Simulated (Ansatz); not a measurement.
LaC (rock salt, Fm-3m) is relaxed with PBE in the plane-wave PAW code Ansatz. What lattice parameters of the conventional cell result?

a = 5.430 Å.

Is it a metal or does it have a gap at this level?

No gap at this level.

The start of the workflow was typed in or built on a structure type; neither database checked (COD, Materials Project) lists it. Whether it is the stable phase at ambient conditions was not checked. Symmetry was held in the PBE relaxation; its stability against distortions is not shown here. Its formation energy is positive at this level, so the cell may be metastable or incomplete. Scalar-relativistic: spin–orbit coupling is off unless named, which matters more the heavier the elements.

Potentials: the later of the program's two PAW sets.
